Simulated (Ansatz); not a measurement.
CoSi₂:
```cif
data_Co4Si8
_chemical_formula_sum 'Co4 Si8'
_space_group_name_H-M_alt 'Fm-3m'
_space_group_IT_number 225
_space_group_name_Hall '-F 4 2 3'
_cell_length_a 5.31262
_cell_length_b 5.31262
_cell_length_c 5.31262
_cell_angle_alpha 90.000
_cell_angle_beta 90.000
_cell_angle_gamma 90.000
loop_
_atom_site_label
_atom_site_type_symbol
_atom_site_symmetry_multiplicity
_atom_site_Wyckoff_symbol
_atom_site_fract_x
_atom_site_fract_y
_atom_site_fract_z
_atom_site_occupancy
Co1 Co 4 a 0.00000 0.00000 0.00000 1
Si1 Si 8 c 0.25000 0.25000 0.25000 1
```
(The calculation used a cell of 3 atoms; values per cell refer to that cell.)

This is the PBEsol-relaxed structure.

**Question.** All from PBEsol (plane waves, PAW; program Ansatz), unless another level is named. Predict the electronic character.

**Answer.** metallic (no gap).

**Question.** And the formation energy from the elements (no fitted shifts)?

**Answer.** -0.58 eV/atom.

**Question.** Next, the density of states at the Fermi level?

**Answer.** 0.34 states/eV per atom (mean over ±0.08 eV).

The cell was relaxed with PBEsol under the symmetry of its start. The run is not spin-polarised. The references are the lowest solids computed at this level, not always the standard phases.

Potentials: the earlier of the program's two PAW sets. The files were generated under PBE; for other functionals the program regenerates the frozen cores, and for LDA and PBEsol the local potential too.
